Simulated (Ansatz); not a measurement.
**CdC₂ under pressure**

These are results of Ansatz 0.2.0, DFT PBE, scalar-relativistic, plane waves, PAW, not measurements. Cutoff 420 eV, 10×10×10 k-points (Γ-centred), fixed occupations. No spin polarisation. Phonons by linear response, acoustic sum rule imposed.

The cell, relaxed at this level:
```cif
data_structure
_symmetry_space_group_name_H-M 'Immm'
_symmetry_Int_Tables_number 71
_cell_length_a 3.4866
_cell_length_b 4.6587
_cell_length_c 5.2244
_cell_angle_alpha 90.000
_cell_angle_beta 90.000
_cell_angle_gamma 90.000
_cell_volume 84.86
loop_
_atom_site_label
_atom_site_type_symbol
_atom_site_symmetry_multiplicity
_atom_site_Wyckoff_symbol
_atom_site_fract_x
_atom_site_fract_y
_atom_site_fract_z
_atom_site_occupancy
Cd1 Cd 2 a 0.00000 0.00000 0.00000 1
C1 C 4 h 0.00000 0.86465 0.50000 1
```

The cell was built by swapping an element in a database structure (itself possibly hypothetical) and relaxing; it need not be the stable form of this composition.

Optical modes at Γ (cm⁻¹) at zero pressure: 126, 149, 191, 200, 235, 1842.

Task: Under hydrostatic pressure the same modes lie at 182, 188, 229, 255, 263, 1858 cm⁻¹. What is the pressure, and how much has the cell shrunk?

Result: 6 GPa; the volume is 6.7 % smaller.

Cost: 2 runs of about 9 core-minutes in all, on Intel Xeon 6975P-C (Granite Rapids) (shared hosts).